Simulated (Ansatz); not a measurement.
Non-collinear states of CrRh3 (Pm-3m)

The geometry is a structure from the Materials Project, held fixed and not relaxed.

Functional, mesh and filling: LDA, 8×8×8 k mesh, Fermi–Dirac smearing of 0.05 eV. PAW means Ansatz 0.2.0 on its default frozen-core files. Site moments are integrated in spheres about the atoms.

The first input and its command:

```yaml
crystal:
  lattice:
    - [3.7905530633, 0.0, 0.0]
    - [0.0, 3.7905530633, 0.0]
    - [0.0, 0.0, 3.7905530633]
  atoms:
    - { symbol: Cr, position: [0.0, 0.0, 0.0], spin: 1.6, spin_axis: [0.0, 0.0, 1.0] }
    - { symbol: Rh, position: [0.0, 0.5, 0.5], spin: 0.2, spin_axis: [0.0, 0.0, 1.0] }
    - { symbol: Rh, position: [0.5, 0.5, 0.0], spin: 0.2, spin_axis: [0.0, 0.0, 1.0] }
    - { symbol: Rh, position: [0.5, 0.0, 0.5], spin: 0.2, spin_axis: [0.0, 0.0, 1.0] }
magnetization:
  noncollinear: true
kpoints:
  mp_grid: { grid: [8, 8, 8] }
scf:
  occupations: { method: fermi_dirac, width: 0.05 }
  lower_state_search: "off"
hamiltonian:
  xc: lda
  pseudopotentials: { kind: paw }
output:
  eigenvalues: false
```

Command: `ansatz run input.yaml --threads 2 --pin off --max-ram 6144MiB --backend cpu --events-out ev --progress --plain --runs-dir out`

The input for «start Cr1↑ Rh2↑ Rh3↓ Rh4↓ on spinors» by PAW differs from it in these lines, output keys apart:

```diff
-    - { symbol: Rh, position: [0.5, 0.5, 0.0], spin: 0.2, spin_axis: [0.0, 0.0, 1.0] }
-    - { symbol: Rh, position: [0.5, 0.0, 0.5], spin: 0.2, spin_axis: [0.0, 0.0, 1.0] }
+    - { symbol: Rh, position: [0.5, 0.5, 0.0], spin: 0.2, spin_axis: [0.0, 0.0, -1.0] }
+    - { symbol: Rh, position: [0.5, 0.0, 0.5], spin: 0.2, spin_axis: [0.0, 0.0, -1.0] }
```

The runs use spinors without spin–orbit coupling, and in-plane angles count from x. Energies count from the run that starts parallel, which doesn't keep its pattern.

```
                                                state  ΔF PAW (meV/atom)  largest moment, PAW (μB)  size of M, PAW (μB/cell)  directions kept
                          parallel moments on spinors                0.0                      1.63                      1.20               no
    four moments towards the corners of a tetrahedron                0.0                      1.63                      1.20               no
in-plane start at Cr1 0°, Rh2 90°, Rh3 270°, Rh4 180°                0.0                      1.63                      1.20               no
                 start Cr1↑ Rh2↑ Rh3↓ Rh4↓ on spinors                0.0                      1.63                      1.20               no
```

For the state «in-plane start at Cr1 0°, Rh2 90°, Rh3 270°, Rh4 180°», by PAW: Site moments (μB): Cr1 (1.63, 0.00, 0.00); Rh2 (-0.17, 0.00, 0.00); Rh3 (-0.17, 0.00, 0.00); Rh4 (-0.17, 0.00, 0.00). Cell moment 1.20 μB.

Energy differences of a meV or two per atom are within the error of mesh and smearing.

The PAW files were made with PBE; the program remakes their cores once for the run's functional and then keeps them frozen. The Ansatz runs typed with the search for lower states off end where their start leads. None of this fixes the real material's magnetic order: only patterns that fit the cell were computed, at zero temperature, with a functional that can overstate moments. Left out because they lost a held moment or its direction: PAW, Rh3 and Rh4 tilted by 20° from z and held; PAW, Rh3 and Rh4 tilted by 50° from z and held; PAW, Rh3 and Rh4 tilted by 90° from z and held; PAW, Rh3 and Rh4 tilted by 130° from z and held; and 1 more.
